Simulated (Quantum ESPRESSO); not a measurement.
# YGa3InHfZr2: input and log of a self-consistent run

Computed values, not a measurement. The program is pw.x of Quantum ESPRESSO 7.5 (plane-wave density functional theory). The cell is made up: eight metal atoms on a hexagonal close-packed lattice, with elements, volume, strain and displacements drawn at random and not relaxed, so it may be unstable or far from any real phase. PseudoDojo standard norm-conserving files set the functional (PBE unless stated); there is no spin polarisation or spin-orbit coupling, the Fermi-Dirac width of 0.25 eV means electrons at about 2900 K, and the masses in the input are unused placeholders. Heavy elements are run without spin-orbit coupling, which real alloys of them have. A spin test at this wide smearing found no moment, but such smearing suppresses magnetism that the real alloy may have.

Input:

```
&control calculation='scf', pseudo_dir='./dojo.nc.sr.pbe.v0_5.standard.upf', outdir='./o', disk_io='minimal', tprnfor=.true., tstress=.true. /
&system ibrav=0, nat=8, ntyp=5, nbnd=63, ecutwfc=79.96652505, nosym=.true., tot_charge=0,
 occupations='smearing', smearing='fd', degauss=0.0183746611
/
&electrons conv_thr=1.470e-08, electron_maxstep=70, mixing_beta=0.5 /
ATOMIC_SPECIES
Ga 1.0 Ga.upf
Hf 1.0 Hf.upf
In 1.0 In.upf
Y 1.0 Y.upf
Zr 1.0 Zr.upf
CELL_PARAMETERS angstrom
-0.0141 0.0895 5.3606
6.4081 -0.0893 -0.0171
-3.2813 5.5344 0.1024
ATOMIC_POSITIONS angstrom
Y 0.0215 0.0292 -0.013
Ga -1.6851 2.7552 0.0056
In 3.2691 0.0284 0.1196
Ga 1.5161 2.6488 0.0609
Hf -0.1041 1.8598 2.7516
Ga -1.6611 4.6784 2.8173
Zr 3.2054 1.8167 2.6324
Zr 1.4984 4.553 2.7588
K_POINTS automatic
5 4 4 1 1 1
```

The log is shortened where brackets say so; the opening notice, blank lines, dates and the lines on written files are dropped, and the path of the files is cut. It prints rydbergs, bohrs and kilobars, and counts compression as positive stress. Its total energy is the free energy E - TS of the whole cell.

```
     Program PWSCF v.7.5
     Parallel version (MPI & OpenMP), running on       4 processor cores
     Number of MPI processes:                 4
     Threads/MPI process:                     1
     [start-up lines left out]
     bravais-lattice index     =            0
     lattice parameter (alat)  =      10.1315  a.u.
     unit-cell volume          =    1271.9797 (a.u.)^3
     number of atoms/cell      =            8
     number of atomic types    =            5
     number of electrons       =        99.00
     number of Kohn-Sham states=           63
     kinetic-energy cutoff     =      79.9665  Ry
     charge density cutoff     =     319.8661  Ry
     scf convergence threshold =      1.5E-08
     mixing beta               =       0.5000
     number of iterations used =            8  plain     mixing
     Exchange-correlation= PBE
                           (   1   4   3   4   0   0   0)
     [axes and pseudopotential details left out]
   Cartesian axes
     site n.     atom                  positions (alat units)
         1        Y      tau(   1) = (   0.0040102   0.0054464  -0.0024248  )
         2        Ga     tau(   2) = (  -0.3143042   0.5138989   0.0010445  )
         3        In     tau(   3) = (   0.6097514   0.0052972   0.0223077  )
         4        Ga     tau(   4) = (   0.2827824   0.4940532   0.0113590  )
         5        Hf     tau(   5) = (  -0.0194167   0.3468892   0.5132274  )
         6        Ga     tau(   6) = (  -0.3098278   0.8726135   0.5254818  )
         7        Zr     tau(   7) = (   0.5978701   0.3388502   0.4909943  )
         8        Zr     tau(   8) = (   0.2794810   0.8492239   0.5145704  )
     number of k points=    40  Fermi-Dirac smearing, width (Ry)=  0.0184
                       cart. coord. in units 2pi/alat
        k(    1) = (   0.1073910   0.1829639   0.0972420), wk =   0.0500000
        k(    2) = (   0.1107842   0.4272346   0.0931726), wk =   0.0500000
     [further k points left out]
     Dense  grid:   122849 G-vectors     FFT dimensions: (  60,  72,  72)
     Estimated max dynamical RAM per process >     364.06 MB
     Estimated total dynamical RAM >       1.33 GB
     Initial potential from superposition of free atoms
     starting charge      98.9770, renormalised to      99.0000
     Starting wfcs are   76 randomized atomic wfcs
     total cpu time spent up to now is        5.7 secs
     per-process dynamical memory:   262.7 Mb
     Self-consistent Calculation
     iteration #  1     ecut=    79.97 Ry     beta= 0.50
     Davidson diagonalization with overlap
     ethr =  1.00E-02,  avg # of iterations =  2.1
     Threshold (ethr) on eigenvalues was too large:
     Diagonalizing with lowered threshold
     Davidson diagonalization with overlap
     ethr =  2.80E-04,  avg # of iterations =  5.2
     total cpu time spent up to now is       26.9 secs
     total energy              =    -988.69798262 Ry
     estimated scf accuracy    <       0.29698747 Ry
     iteration #  2     ecut=    79.97 Ry     beta= 0.50
     Davidson diagonalization with overlap
     ethr =  3.00E-04,  avg # of iterations =  6.8
     total cpu time spent up to now is       39.5 secs
     total energy              =    -988.70365924 Ry
     estimated scf accuracy    <       0.72228031 Ry
     iteration #  3     ecut=    79.97 Ry     beta= 0.50
     Davidson diagonalization with overlap
     ethr =  3.00E-04,  avg # of iterations =  3.8
     total cpu time spent up to now is       49.8 secs
     total energy              =    -988.79417262 Ry
     estimated scf accuracy    <       0.05186385 Ry
     iteration #  4     ecut=    79.97 Ry     beta= 0.50
     Davidson diagonalization with overlap
     ethr =  5.24E-05,  avg # of iterations =  4.7
     total cpu time spent up to now is       60.8 secs
     total energy              =    -988.80283942 Ry
     estimated scf accuracy    <       0.02538205 Ry
     iteration #  5     ecut=    79.97 Ry     beta= 0.50
     Davidson diagonalization with overlap
     ethr =  2.56E-05,  avg # of iterations =  2.8
     total cpu time spent up to now is       70.7 secs
     total energy              =    -988.80589506 Ry
     estimated scf accuracy    <       0.00525527 Ry
     [iterations 6 to 8 left out]
     iteration #  9     ecut=    79.97 Ry     beta= 0.50
     Davidson diagonalization with overlap
     ethr =  8.47E-08,  avg # of iterations =  3.5
     total cpu time spent up to now is      110.9 secs
     total energy              =    -988.80689949 Ry
     estimated scf accuracy    <       0.00000582 Ry
     iteration # 10     ecut=    79.97 Ry     beta= 0.50
     Davidson diagonalization with overlap
     ethr =  5.88E-09,  avg # of iterations =  5.8
     total cpu time spent up to now is      122.0 secs
     total energy              =    -988.80690106 Ry
     estimated scf accuracy    <       0.00000036 Ry
     iteration # 11     ecut=    79.97 Ry     beta= 0.50
     Davidson diagonalization with overlap
     ethr =  3.68E-10,  avg # of iterations =  3.4
     total cpu time spent up to now is      132.2 secs
     total energy              =    -988.80690113 Ry
     estimated scf accuracy    <       0.00000007 Ry
     iteration # 12     ecut=    79.97 Ry     beta= 0.50
     Davidson diagonalization with overlap
     ethr =  6.63E-11,  avg # of iterations =  3.9
     total cpu time spent up to now is      142.8 secs
     total energy              =    -988.80690115 Ry
     estimated scf accuracy    <       0.00000002 Ry
     iteration # 13     ecut=    79.97 Ry     beta= 0.50
     Davidson diagonalization with overlap
     ethr =  2.40E-11,  avg # of iterations =  2.2
     total cpu time spent up to now is      152.0 secs
     End of self-consistent calculation
     [lines on levels left out]
!    total energy              =    -988.80690115 Ry
     estimated scf accuracy    <          1.5E-09 Ry
     smearing contrib. (-TS)   =      -0.10474643 Ry
     internal energy E=F+TS    =    -988.70215472 Ry
     The total energy is F=E-TS. E is the sum of the following terms:
     one-electron contribution =    -298.35418951 Ry
     hartree contribution      =     212.72560088 Ry
     xc contribution           =    -249.86841836 Ry
     ewald contribution        =    -653.20514773 Ry
     convergence has been achieved in  13 iterations
     Forces acting on atoms (cartesian axes, Ry/au):
     atom    1 type  4   force =     0.00498665   -0.02032191    0.01434389
     atom    2 type  1   force =     0.01041289   -0.00169736   -0.00063277
     atom    3 type  3   force =    -0.00232337   -0.01537081   -0.02066832
     atom    4 type  1   force =    -0.00002317    0.01732999   -0.00154935
     atom    5 type  2   force =     0.00762636    0.02412373   -0.01518092
     atom    6 type  1   force =    -0.00119323   -0.00856990    0.00221958
     atom    7 type  5   force =    -0.01333095    0.01130044    0.01384636
     atom    8 type  5   force =    -0.00615517   -0.00679418    0.00762153
     Total force =     0.057589     Total SCF correction =     0.000123
     Computing stress (Cartesian axis) and pressure
          total   stress  (Ry/bohr**3)                   (kbar)     P=      -62.47
  -0.00043185   0.00004022   0.00001070          -63.53        5.92        1.57
   0.00004022  -0.00043475  -0.00004391            5.92      -63.95       -6.46
   0.00001070  -0.00004391  -0.00040738            1.57       -6.46      -59.93
     init_run     :      5.34s CPU      5.56s WALL (       1 calls)
     electrons    :    145.31s CPU    146.24s WALL (       1 calls)
     forces       :      1.58s CPU      1.59s WALL (       1 calls)
     stress       :      5.42s CPU      5.42s WALL (       1 calls)
     [timing details left out]
     PWSCF        :   2m37.85s CPU   2m39.05s WALL
     JOB DONE.
```

In other units: free energy -13453.403 eV for the cell, pressure -6.25 GPa, largest force component 0.620 eV/Å in size. The run took 161 s of wall time with four MPI processes on a shared machine (Intel Xeon, 2023 or later, virtual cores), so the time is rough. A rerun of this cell at a higher cutoff and on a denser mesh moved values by no more than 0.006 eV in energy, 0.08 GPa in stress and 0.010 eV/Å in force, and a second program with other atomic files agreed on that cell to 2 % rms in force and 0.5 GPa in pressure.